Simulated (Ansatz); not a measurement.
Given:

LiNbO3:
```yaml
crystal:
  lattice:
    - [2.60435, 1.50362, 4.73880]
    - [-2.60435, 1.50362, 4.73880]
    - [0.00000, -3.00724, 4.73880]
  atoms:
    - { symbol: Li, position: [0.35672, 0.35672, 0.35672] }
    - { symbol: Li, position: [0.64328, 0.64328, 0.64328] }
    - { symbol: Nb, position: [0.14372, 0.14372, 0.14372] }
    - { symbol: Nb, position: [0.85628, 0.85628, 0.85628] }
    - { symbol: O, position: [0.21555, 0.56175, 0.95604] }
    - { symbol: O, position: [0.78445, 0.43825, 0.04396] }
    - { symbol: O, position: [0.56175, 0.95604, 0.21555] }
    - { symbol: O, position: [0.43825, 0.04396, 0.78445] }
    - { symbol: O, position: [0.95604, 0.21555, 0.56175] }
    - { symbol: O, position: [0.04396, 0.78445, 0.43825] }
```

This is the r²SCAN-relaxed structure. x, y and z are the axes in which the lattice vectors are written.

Problem. All from r²SCAN (plane waves, PAW; program Ansatz), unless another level is named. Give the Hill bulk and shear moduli.

Solution. 90.4 and 40.7 GPa.

Problem. Next, the elastic constants (relaxed ions, GPa)?

Solution. C11 = 225, C12 = 109, C13 = 19.2, C14 = 9.2, C33 = 132, C44 = 21.8, C15 = 7.4.

Problem. What about the highest zone-centre frequency (without LO–TO term)?

Solution. 789 cm⁻¹.

Space group R-3. The first step of the workflow began from a Materials Project structure, measured or hypothetical; the Crystallography Open Database files this formula in space group No. 148, but the cells were not matched. It is not the phase usual at ambient conditions (space group No. 161). The cell was relaxed with r²SCAN under the symmetry of its start; its stability against distortions is not shown here. The run is not spin-polarised.

Potentials: the earlier of the program's two PAW sets. The files were generated under PBE; for other functionals the program regenerates the frozen cores, and for LDA and PBEsol the local potential too.
